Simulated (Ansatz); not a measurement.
Cs$_{3}$Bi: computed property card

Cs3Bi:
```
Cs3Bi
1.0
    0.00000     4.68415     4.68415
    4.68415     0.00000     4.68415
    4.68415     4.68415     0.00000
Cs Bi
3 1
Direct
  0.25000   0.25000   0.25000
  0.75000   0.75000   0.75000
  0.50000   0.50000   0.50000
  0.00000   0.00000   0.00000
```

Space group Fm-3m (No. 225); conventional cell a = b = c = 9.3683 Å, α = β = γ = 90.00°.

Method: r²SCAN (plane waves, PAW; program Ansatz). Structure relaxed to zero pressure with the same functional. Other levels are named where they apply.

**Cell and energy**

```yaml
volume_per_atom: 51.39 Å³
density: 4.91 g/cm³
Formation energy from the elements (no fitted shifts): -0.49 eV/atom
```

**Electronic structure**

```yaml
band_gap: 0.80 eV (indirect)
valence_band_maximum: at X
conduction_band_minimum: at Γ
smallest_direct_gap_on_the_standard_path: 1.18 eV
electron_effective_mass: 0.16 mₑ (isotropic)
Electron effective mass with spin–orbit coupling: 0.14 mₑ (isotropic)
Hole effective mass with spin–orbit coupling: 0.46, 0.46, 1.7 mₑ (principal values)
HSE06 gap on the r²SCAN cell: 0.79 eV
Gap with spin–orbit coupling: 0.44 eV
Z2 indices of the occupied bands with spin–orbit coupling: 0;(000)
```

**Mechanics**

```yaml
Bulk modulus (Birch–Murnaghan fit): 10.3 GPa
Pressure derivative B′: 4.6
Elastic constants (relaxed ions, GPa): C11 = 12.3, C12 = 9.4, C44 = 9.9
mechanical_stability: stable (all eigenvalues of C positive)
hill_bulk_and_shear_moduli: 10.3 and 4.8 GPa
Young's modulus: 12.4 GPa
Poisson's ratio: 0.30
debye_temperature_from_the_elastic_constants: 88.1 K
```

**Phonons**

```yaml
Highest zone-centre frequency (without LO–TO term): 62 cm^-1
zone_centre_stability: no imaginary mode at Γ
```

**Charges**

```yaml
bader_charges: Cs +0.61 to +0.67, Bi -1.89 e
```

The workflow started from a Materials Project entry (that database holds measured and hypothetical structures alike); the Crystallography Open Database copy checked does not list it. With Cs and Bi taken as one species the cell has the higher symmetry Im-3m, so it may be an ordered model of a mixed-site phase. Its standing as an ambient phase is unchecked. The cell was relaxed with r²SCAN under the symmetry of its start. The references are the lowest solids computed at this level, not always the standard phases. Spin–orbit coupling is left out wherever it is not named.

Potentials: the later of the program's two PAW sets.
